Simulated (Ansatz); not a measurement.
Given:

OsC:
```yaml
crystal:
  lattice:
    - [2.94256, 0.00000, 0.00000]
    - [-1.47128, 2.54833, 0.00000]
    - [0.00000, 0.00000, 2.72562]
  atoms:
    - { symbol: Os, position: [0.00000, 0.00000, 0.00000] }
    - { symbol: C, position: [0.66667, 0.33333, 0.50000] }
```

This is the PBE-relaxed structure.

Task: All from PBE in the plane-wave PAW code Ansatz, unless another level is named. Give the electronic character.

Result: metallic (no gap).

Task: Next, the formation energy from the elements (no fitted shifts)?

Result: 0.90 eV/atom.

Task: Predict the density of states at the Fermi level.

Result: 0.52 states/eV per atom (mean over ±0.08 eV).

Task: What about the gap with spin–orbit coupling?

Result: none (metallic).

Space group P-6m2. A made-up cell: these elements were put on the sites of a structure type; neither database checked (COD, Materials Project) lists it. Whether it is the stable phase at ambient conditions was not checked. The cell was relaxed with PBE under the symmetry of its start; whether a distortion lowers the energy is not shown. The run is not spin-polarised. The references are the lowest solids computed at this level, not always the standard phases. Scalar-relativistic: spin–orbit coupling is off unless named, which matters more the heavier the elements.

Potentials: the earlier of the program's two PAW sets.
